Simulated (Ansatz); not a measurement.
InAs:
```
CELL_PARAMETERS angstrom
      4.31623     0.00000     0.00000
     -2.15811     3.73796     0.00000
      0.00000     0.00000    14.12267
ATOMIC_POSITIONS crystal
  In 0.00000 0.00000 0.00008
  In 0.00000 0.00000 0.50008
  In 0.66667 0.33333 0.75020
  In 0.33333 0.66667 0.25020
  As 0.00000 0.00000 0.81293
  As 0.00000 0.00000 0.31293
  As 0.66667 0.33333 0.56242
  As 0.33333 0.66667 0.06242
```

Relaxed with HSE06. Special points in fractions of this cell's reciprocal vectors: Γ (0.000, 0.000, 0.000); M (0.500, 0.000, 0.000); K (0.333, 0.333, 0.000); A (0.000, 0.000, 0.500); L (0.500, 0.000, 0.500); H (0.333, 0.333, 0.500).

Question: List the band energies nearest the valence-band maximum at these points for HSE06 in the plane-wave PAW code Ansatz.

Answer: In eV from the valence-band maximum; about four levels below and three above (degenerate sets whole), none deeper than 8.9 eV; points with the same levels are listed once.

```json
[
 {"k": "Γ", "below": "-0.58 -0.58 -0.05 0.00 0.00", "above": "0.38 1.43 1.75"},
 {"k": "M", "below": "-1.84 -1.83 -1.33 -1.06", "above": "1.70 1.92 2.33"},
 {"k": "K", "below": "-2.66 -2.02 -2.02 -1.52", "above": "2.86 3.58 3.58"},
 {"k": "A", "below": "-0.20 -0.20 -0.20 -0.20", "above": "1.55 1.55 1.72 1.72"},
 {"k": "L", "below": "-1.85 -1.85 -1.32 -1.32", "above": "2.22 2.22 2.61 2.61"},
 {"k": "H", "below": "-2.12 -2.12 -1.86 -1.86", "above": "3.00 3.00 3.86 3.86"}
]
```

Space group P6_3mc. A made-up cell: these elements were put on the sites of a structure type; the Crystallography Open Database copy checked does not list it. It is not the phase usual at ambient conditions (space group No. 216). The cell was relaxed with HSE06 under the symmetry of its start; whether a distortion lowers the energy is not shown. The hybrid was solved on a coarse mesh, the path and, where they were found, the r²SCAN edge points; its band edges are the extreme levels among these. Spin–orbit coupling is left out wherever it is not named.

Potentials: the later of the program's two PAW sets.
